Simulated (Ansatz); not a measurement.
A geometry of Ti away from equilibrium: step 2 of the relaxation of a relaxed Ti cell shaken by Gaussian noise of σ = 0.08 Å a coordinate. These are PBE (plane waves to 420 eV, PAW, scalar-relativistic; Ansatz, a quantum-chemistry and plane-wave program) values and carry that method's errors. Γ-centred k-mesh 6×6×6 on the run's cell (coarser than for final values), Fermi–Dirac smearing 0.05 eV. The plane waves were selected for a different cell earlier on the path.

```yaml
crystal:
  lattice:
    - [5.15212, 0.01995, 0.01050]
    - [0.01995, 5.03011, 0.02891]
    - [0.01050, 0.02891, 5.18543]
  atoms:
    - { symbol: Ti, position: [0.25442, 0.02778, 0.48143] }
    - { symbol: Ti, position: [0.76266, 0.00327, 0.48947] }
    - { symbol: Ti, position: [0.01256, 0.49600, 0.25153] }
    - { symbol: Ti, position: [0.00869, 0.50954, 0.75132] }
    - { symbol: Ti, position: [0.48823, 0.26241, 0.01718] }
    - { symbol: Ti, position: [0.49900, 0.73984, 0.02850] }
    - { symbol: Ti, position: [0.99817, 0.00841, 0.98716] }
    - { symbol: Ti, position: [0.51243, 0.50827, 0.52610] }
```

Task: What forces act on the atoms (eV/Å)?

Result: 
| atom | Fx | Fy | Fz |
|---|---|---|---|
| Ti1 | -0.12 | -0.04 | 0.17 |
| Ti2 | -0.02 | -0.17 | 0.08 |
| Ti3 | -0.14 | 0.05 | 0.05 |
| Ti4 | -0.05 | 0.08 | 0.02 |
| Ti5 | 0.12 | -0.37 | -0.09 |
| Ti6 | 0.28 | 0.49 | -0.17 |
| Ti7 | -0.12 | -0.08 | -0.20 |
| Ti8 | 0.04 | 0.03 | 0.15 |

The path ends in P2₁/c (No. 14). No spin polarisation in the result.

The end of the path is a generated cell of Ti: the first start was made by placing the elements on the sites of a structure type, and the end was not matched to a known phase here, so it may be hypothetical. Known forms of Ti include space group No. 194.
